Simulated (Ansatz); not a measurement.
Relaxed candidate structures of Zr:

A. Cmmm (No. 65), oS6; a = 3.2136 Å, b = 5.4278 Å, c = 8.0136 Å, α = 90.00°, β = 90.00°, γ = 90.00°; Zr 4l (0.000, 0.500, 0.319); Zr 2a (0.000, 0.000, 0.000)

B. Cmcm (No. 63), oS12; a = 3.1558 Å, b = 18.1323 Å, c = 4.8859 Å, α = β = γ = 90.00°; Zr 4c (0.000, 0.461, 0.250); Zr 4c (0.000, 0.291, 0.250); Zr 4c (0.000, 0.121, 0.250)

C. I-43d (No. 220), cI16, AFLOW prototype A_cI16_220_c (as in Li); a = b = c = 7.193 Å, α = β = γ = 90.00°; Zr 16c (0.230, 0.230, 0.230)

Q: Rank these by energy per atom (lowest first), as r2SCAN (plane waves to 500 eV, PAW, scalar-relativistic; Ansatz, a quantum-chemistry and plane-wave program) gives it.

A: B (reference), C (+0.03 eV/atom), A (+0.13 eV/atom)

The lowest structure calculated, P6/mmm, hP3, is not among these; it lies 0.05 eV/atom below the lowest of them. Probably no minimum, since a slightly shaken restart fell lower: Cmmm, oS6 (by 0.13 eV/atom, to R-3m). 1 run with a doubtful electronic state, a coarser numerical grid, an end not at rest or a source that can't be used is left out. Each run could gain symmetry but not lose that of its start, so entries can be saddle points. All of these are generated cells (placed on structure types, drawn at random, substituted or restacked) that were not matched to a known phase here. Energies are at zero temperature and pressure, without zero-point motion. No spin polarisation in the result.
